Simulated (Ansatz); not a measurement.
Start of a relaxation, N put at a bridge Co-Co site (Co, P6_3/mmc (No. 194), (0 0 1) face):

```yaml
crystal:
  lattice:
    - [2.45642, 0.00000, 0.00000]
    - [-1.22821, 2.12732, 0.00000]
    - [0.00000, 0.00000, 22.96947]
  atoms:
    - { symbol: Co, position: [0.66667, 0.33333, 0.37006] }
    - { symbol: Co, position: [0.33333, 0.66667, 0.45523] }
    - { symbol: Co, position: [0.66667, 0.33333, 0.54039] }
    - { symbol: N, position: [0.16667, 0.83333, 0.60830] }
```

All numbers below come from DFT PBEsol, scalar-relativistic, plane waves, PAW (Ansatz). Settings: cutoff 420 eV, Γ-centred mesh 12×12×1 on the computed 4-atom cell, Gaussian smearing of 0.10 eV; collinear spin from starting moments 1.94 1.89 1.94 3 μB. A dipole correction removes the field between periodic images along c.

Atoms 1 (counted from 1) are held. The cell is fixed. Force threshold 0.03 eV/Å.

```csv
step,E − E_final (eV),largest force (eV/Å)
1,1.576,3.504
2,1.275,3.024
3,0.950,1.661
4,0.765,1.144
5,0.242,1.336
6,0.043,0.615
7,0.013,0.273
8,0.002,0.205
9,0.000,0.065
10,0.000,0.035
11,0.000,0.003
```

Problem. What is the final structure?

Solution.
```
CELL_PARAMETERS angstrom
2.45642 0.00000 0.00000
-1.22821 2.12732 0.00000
0.00000 0.00000 22.96947
ATOMIC_POSITIONS crystal
Co 0.66667 0.33333 0.37006
Co 0.33335 0.66665 0.45333
Co 0.66604 0.33396 0.54515
N 0.33264 0.66736 0.59177
```

The end is the local minimum or symmetric point that this start leads to. The slab is only 4.0 Å thick, so the energy isn't converged with thickness.

Moments started parallel, and an antiferromagnetic order may lie lower. Semilocal functionals without U can misjudge the magnetic state of such a slab.

Cost: 1 run of about 10 core-minutes, on Intel Xeon Platinum 8259CL (Skylake/Cascade Lake) (shared hosts).